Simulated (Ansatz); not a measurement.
In (body-centred tetragonal, I4/mmm) is relaxed with plane-wave PAW PBE (Ansatz code). What lattice parameters of the conventional cell result?

a = 3.453 Å, c = 4.604 Å.

Its axis ratio c/a = 1.33 departs by over 6 % from that of the usual cell of this phase: another minimum, or an error of the functional. The PBE relaxation kept the symmetry of its start; its stability against distortions is not shown here. Axis ratios of metals converge slowly with the k-mesh, so a and c are less sure than the volume.

Potentials: the earlier of the program's two PAW sets.
